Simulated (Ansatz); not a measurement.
Values for one crystal, relaxed and computed with PBEsol in the plane-wave PAW code Ansatz; other levels are named.

| Quantity | Value |
|---|---|
| Volume per atom | 14.53 Å³ |
| Electronic character | metallic (no gap) |
| Mechanical stability | stable (all eigenvalues of C positive) |
| Debye temperature from the elastic constants | 465 K |
| Gap with spin–orbit coupling | none (metallic) |
| Bulk modulus (Birch–Murnaghan fit) | 339 GPa |
| Zone-centre stability | no imaginary mode at Γ |

Task: Pick the material that matches.
A) NiPt, L1₀ or tetragonal B2
B) ZrIr, L1₀ or tetragonal B2
C) CoIrPt, P3m1 (Co on 1a, Pt on 1b, Ir on 1c)
D) MoIr, L1₀ or tetragonal B2

Result: D, MoIr, L1₀ or tetragonal B2

Space group P4/mmm (L1₀ or tetragonal B2). The start of the workflow was typed in or built on a structure type; neither database checked (COD, Materials Project) lists it. COD files the formula under space group No. 51. Its standing as an ambient phase is unchecked. The cell was relaxed with PBEsol under the symmetry of its start. The run is not spin-polarised. As this level gives no gap, shear constants depend on the k-mesh and smearing (Fermi–Dirac, 0.1 eV here). Spin–orbit coupling is left out wherever it is not named.

Potentials: the later of the program's two PAW sets.
